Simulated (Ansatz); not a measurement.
Geometry optimisation in Ansatz: input, command and trajectory.

```yaml
crystal:
  lattice:
    - [4.0874514762, 0.0, 0.0]
    - [0.0, 4.0874514762, 0.0]
    - [0.0, 0.0, 4.0874514762]
  atoms:
    - { symbol: Cr, position: [0.5, 0.5, 0.5] }
    - { symbol: Ga, position: [0.0, 0.0, 0.0] }
    - { symbol: Pd, position: [0.0, 0.5, 0.5] }
    - { symbol: Pd, position: [0.5, 0.0, 0.5] }
    - { symbol: Pd, position: [0.5, 0.5, 0.0] }
basis:
  ecutwfc: 420
kpoints:
  mp_grid: { grid: [4, 4, 4] }
hamiltonian:
  xc: pbe
scf:
  occupations: { method: gaussian, width: 0.1 }
  lower_state_search: "off"
output:
  forces: true
  stress: true
  eigenvalues: true
relax:
  adjacent_minimum: "off"
  f_tol: 0.04
  max_steps: 70
  cell: { stress_tol: 0.4 }
```

```bash
ansatz run input.yaml --threads 1 --pin off --max-ram 2560MiB --backend cpu --events-out ev --progress --plain --runs-dir out
```

These are results of Ansatz, DFT PBE, scalar-relativistic, plane waves, PAW, not measurements.

Of 9 frames 9 are shown, positions in Å and forces in eV/Å; the SCF threshold varies from step to step. Steps run on the plane waves of an earlier cell, with a Pulay correction in the pressure. The basis is chosen afresh for the last frame, the zero of the energies, and at times for earlier ones too; energy and pressure can step there, also at an unchanged geometry. Here that happened at step 6 (-23 meV/atom, 2.5 GPa); frames between the last choice of the basis and such a step carry an error that grows, as the cell changes, to that size.

```xyz
5
Lattice="4.0875 0.0000 0.0000 0.0000 4.0875 0.0000 0.0000 0.0000 4.0875" Properties=species:S:1:pos:R:3:forces:R:3 pbc="T T T" step=1 free_energy_over_end_meV_per_atom=924.45 pressure_GPa=73.70
Cr    2.0437    2.0437    2.0437    0.0000    0.0000    0.0000
Ga    0.0000    0.0000    0.0000    0.0000    0.0000    0.0000
Pd    0.0000    2.0437    2.0437    0.0000    0.0000    0.0000
Pd    2.0437    0.0000    2.0437    0.0000    0.0000    0.0000
Pd    2.0437    2.0437    0.0000    0.0000    0.0000    0.0000
5
Lattice="4.2867 0.0000 0.0000 0.0000 4.2867 0.0000 0.0000 0.0000 4.2867" Properties=species:S:1:pos:R:3:forces:R:3 pbc="T T T" step=2 free_energy_over_end_meV_per_atom=276.65 pressure_GPa=30.33
Cr    2.1434    2.1434    2.1434    0.0000    0.0000    0.0000
Ga    0.0000    0.0000    0.0000    0.0000    0.0000    0.0000
Pd    0.0000    2.1434    2.1434    0.0000    0.0000    0.0000
Pd    2.1434    0.0000    2.1434    0.0000    0.0000    0.0000
Pd    2.1434    2.1434    0.0000    0.0000    0.0000    0.0000
5
Lattice="4.4515 0.0000 0.0000 0.0000 4.4515 0.0000 0.0000 0.0000 4.4515" Properties=species:S:1:pos:R:3:forces:R:3 pbc="T T T" step=3 free_energy_over_end_meV_per_atom=57.83 pressure_GPa=8.95
Cr    2.2257    2.2257    2.2257    0.0000    0.0000    0.0000
Ga    0.0000    0.0000    0.0000    0.0000    0.0000    0.0000
Pd    0.0000    2.2257    2.2257    0.0000    0.0000    0.0000
Pd    2.2257    0.0000    2.2257    0.0000    0.0000    0.0000
Pd    2.2257    2.2257    0.0000    0.0000    0.0000    0.0000
5
Lattice="4.5284 0.0000 0.0000 0.0000 4.5284 0.0000 0.0000 0.0000 4.5284" Properties=species:S:1:pos:R:3:forces:R:3 pbc="T T T" step=4 free_energy_over_end_meV_per_atom=28.11 pressure_GPa=1.74
Cr    2.2642    2.2642    2.2642    0.0000    0.0000    0.0000
Ga    0.0000    0.0000    0.0000    0.0000    0.0000    0.0000
Pd    0.0000    2.2642    2.2642    0.0000    0.0000    0.0000
Pd    2.2642    0.0000    2.2642    0.0000    0.0000    0.0000
Pd    2.2642    2.2642    0.0000    0.0000    0.0000    0.0000
5
Lattice="4.5499 0.0000 0.0000 0.0000 4.5499 0.0000 0.0000 0.0000 4.5499" Properties=species:S:1:pos:R:3:forces:R:3 pbc="T T T" step=5 free_energy_over_end_meV_per_atom=26.94 pressure_GPa=-0.10
Cr    2.2749    2.2749    2.2749    0.0000    0.0000    0.0000
Ga    0.0000    0.0000    0.0000    0.0000    0.0000    0.0000
Pd    0.0000    2.2749    2.2749    0.0000    0.0000    0.0000
Pd    2.2749    0.0000    2.2749    0.0000    0.0000    0.0000
Pd    2.2749    2.2749    0.0000    0.0000    0.0000    0.0000
5
Lattice="4.5499 0.0000 0.0000 0.0000 4.5499 0.0000 0.0000 0.0000 4.5499" Properties=species:S:1:pos:R:3:forces:R:3 pbc="T T T" step=6 free_energy_over_end_meV_per_atom=3.72 pressure_GPa=2.44
Cr    2.2749    2.2749    2.2749    0.0000    0.0000    0.0000
Ga    0.0000    0.0000    0.0000    0.0000    0.0000    0.0000
Pd    0.0000    2.2749    2.2749    0.0000    0.0000    0.0000
Pd    2.2749    0.0000    2.2749    0.0000    0.0000    0.0000
Pd    2.2749    2.2749    0.0000    0.0000    0.0000    0.0000
5
Lattice="4.5787 0.0000 0.0000 0.0000 4.5787 0.0000 0.0000 0.0000 4.5787" Properties=species:S:1:pos:R:3:forces:R:3 pbc="T T T" step=7 free_energy_over_end_meV_per_atom=0.43 pressure_GPa=0.65
Cr    2.2894    2.2894    2.2894    0.0000    0.0000    0.0000
Ga    0.0000    0.0000    0.0000    0.0000    0.0000    0.0000
Pd    0.0000    2.2894    2.2894    0.0000    0.0000    0.0000
Pd    2.2894    0.0000    2.2894    0.0000    0.0000    0.0000
Pd    2.2894    2.2894    0.0000    0.0000    0.0000    0.0000
5
Lattice="4.5894 0.0000 0.0000 0.0000 4.5894 0.0000 0.0000 0.0000 4.5894" Properties=species:S:1:pos:R:3:forces:R:3 pbc="T T T" step=8 free_energy_over_end_meV_per_atom=0.22 pressure_GPa=0.03
Cr    2.2947    2.2947    2.2947    0.0000    0.0000    0.0000
Ga    0.0000    0.0000    0.0000    0.0000    0.0000    0.0000
Pd    0.0000    2.2947    2.2947    0.0000    0.0000    0.0000
Pd    2.2947    0.0000    2.2947    0.0000    0.0000    0.0000
Pd    2.2947    2.2947    0.0000    0.0000    0.0000    0.0000
5
Lattice="4.5894 0.0000 0.0000 0.0000 4.5894 0.0000 0.0000 0.0000 4.5894" Properties=species:S:1:pos:R:3:forces:R:3 pbc="T T T" step=9 free_energy_over_end_meV_per_atom=0.00 pressure_GPa=-0.01
Cr    2.2947    2.2947    2.2947    0.0000    0.0000    0.0000
Ga    0.0000    0.0000    0.0000    0.0000    0.0000    0.0000
Pd    0.0000    2.2947    2.2947    0.0000    0.0000    0.0000
Pd    2.2947    0.0000    2.2947    0.0000    0.0000    0.0000
Pd    2.2947    2.2947    0.0000    0.0000    0.0000    0.0000
```

The start puts this composition into another compound's structure type, which needn't suit it. The cell swells from 13.7 to 19.3 Å³ an atom, so the end can be far from any stable crystal. At the end the space group is Pm-3m (tolerance 0.05 Å).

The run took 29 s on 1 thread of Arm Neoverse V1 (shared host), peak memory 0.39 GiB.

The k mesh is coarse. Spin polarisation was left out, and a magnetic state may lie lower.